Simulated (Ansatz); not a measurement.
**NaYTaP3O12: field gradients at two levels of theory**

Cell: a Materials Project structure (computed, not necessarily an observed phase).

Space group R3c:H (No. 161); a = 8.9855, c = 23.2229 Å, γ = 120.00°.

| site | Wyckoff | site symmetry | x | y | z |
| --- | --- | --- | --- | --- | --- |
| Na | 6a | 3. | 0.0000 | 0.0000 | 0.5031 |
| Y | 6a | 3. | 0.0000 | 0.0000 | 0.6457 |
| Ta | 6a | 3. | 0.0000 | 0.0000 | 0.3524 |
| P | 18b | 1 | 0.6319 | 0.6804 | 0.4162 |
| O13 | 18b | 1 | 0.1944 | 0.9888 | 0.6964 |
| O19 | 18b | 1 | 0.8332 | 0.0329 | 0.3042 |
| O25 | 18b | 1 | 0.1999 | 0.1998 | 0.5900 |
| O31 | 18b | 1 | 0.8103 | 0.8530 | 0.4095 |

One atom of each set is listed; the run and its k-mesh use a cell of 36 atoms with edges of 9.32, 9.32, 9.32 Å.

First run. Level of theory: DFT, PBE, plane waves and PAW, scalar-relativistic, 420 eV cutoff, Γ-centred 3×3×3 k-points, Fermi–Dirac smearing 0.02 eV (Ansatz 0.2.0).

| site | V_zz (10²¹ V/m²) | η |
| --- | --- | --- |
| Na | -0.54 | 0.00 |
| Y | 3.13 | 0.00 |
| Ta | -7.12 | 0.00 |
| P | -4.18 | 0.56 |
| O13 | 8.18 | 0.09 |
| O19 | 10.86 | 0.09 |
| O25 | 8.99 | 0.14 |
| O31 | 10.38 | 0.24 |

Second run. The same atoms and settings, except that the functional is r2SCAN and the cutoff is 500 eV.

Problem. What does the second run give?

Solution. 

```
site   V_zz     η  change of V_zz
  Na  -0.54  0.00            0.00
   Y   3.15  0.00           +0.02
  Ta  -7.37  0.00           -0.25
   P  -4.38  0.57           -0.20
 O13   8.21  0.09           +0.03
 O19  11.09  0.09           +0.23
 O25   9.12  0.14           +0.13
 O31  10.61  0.25           +0.23
```

The largest change of V_zz is on Ta, from -7.12 to -7.37. In per cent, |V_zz| changes by +1 on Na, +1 on Y, +3 on Ta, +5 on P, 0 to +2 on O (all sites that start above 0.5).

Without spin–orbit coupling the gradients at and beside Ta can be off by some per cent, at some sites by more. With these PAW files V_zz is typically within 2 to 3 % of all-electron values, but misses above 10 % occur on Ta.
For the first run: The largest force is 0.3 eV/Å, so the atoms aren't at the calculated equilibrium and relaxing them would move these values.
For the second run: At this cell the principal stresses reach 5 GPa in size with r2SCAN, which can matter for small gradients. The largest force is 0.4 eV/Å, so the atoms aren't at the calculated equilibrium and relaxing them would move these values.
